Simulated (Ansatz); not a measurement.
**Pressure against volume in TlPb₂**

The structure comes from a generated guess, relaxed at this level; another structure or a mixture of phases may lie lower.

The calculation used Ansatz, DFT PBE, scalar-relativistic, plane waves, PAW. Settings of the last relaxation (6-atom cell): 420 eV, 8×8×8 k points, Gaussian smearing of 0.10 eV, no spin polarisation.

```
Tl Pb
1.0
     0.00000    4.68505    4.68505
     4.68505    0.00000    4.68505
     4.68505    4.68505    0.00000
Tl Pb
2 4
Direct
  0.50000 0.50000 0.50000
  0.75000 0.75000 0.75000
  0.12500 0.12500 0.12500
  0.62500 0.12500 0.12500
  0.12500 0.62500 0.12500
  0.12500 0.12500 0.62500
```

The cell was set to several volumes, with shape and atoms relaxed at each where symmetry leaves them free. Pressure is positive in compression, and energies count from the lowest row. No row has a gap on its mesh.

```csv
row,V (Å³/atom),P (GPa),ΔE (meV/atom)
1,30.165,5.31,60.4
2,31.193,?,?
3,32.222,2.20,13.4
4,33.250,1.01,3.2
5,34.278,0.01,0.0
6,35.307,-0.83,2.7
7,36.335,-1.53,10.4
8,37.706,-2.29,27.0
```

**Question.** Find B = −V·ΔP/ΔV from rows 4 and 6 and from rows 1 and 3, and from the two its slope B′ and its value B0 at zero pressure.

**Answer.** Rows 4 and 6 give −(33.250 + 35.307)/2 × (-0.83 − (1.01))/(35.307 − 33.250) = 30.7 GPa at a mean pressure of 0.09 GPa. Rows 1 and 3 give −(30.165 + 32.222)/2 × (2.20 − (5.31))/(32.222 − 30.165) = 47.2 GPa at a mean pressure of 3.75 GPa. So B′ = (47.2 − 30.7)/(3.75 − (0.09)) = 4.51 and B0 = 30.7 − 4.51 × (0.09) = 30.3 GPa. A third-order Birch–Murnaghan fit to all the energies gives B0 = 30.5 GPa and B′ = 4.7.

**Question.** Estimate the pressure and energy of row 2.

**Answer.** From row 5, V0 = 34.278 × (1 + (0.01)/30.3) = 34.289 Å³/atom. Murnaghan's form P = (B0/B′)·[(V0/V)^B′ − 1] gives (30.3/4.51) × [(34.289/31.193)^4.51 − 1] = 3.58 GPa; the computed pressure is 3.62 GPa, so the estimate is off by -0.04 GPa. The work of compression from row 3, with the mean of the two pressures, gives ΔE = 13.4 + (3.58 + 2.20)/2 × (32.222 − 31.193)/160.2 × 1000 = 32.0 meV/atom (1 eV/Å³ = 160.2 GPa); the computed value is 32.0 meV/atom.

These runs have no spin–orbit coupling, which can matter for Pb and Tl. All volumes keep the k mesh of the relaxed cell. A structure relaxed within its symmetry needn't be a true minimum.
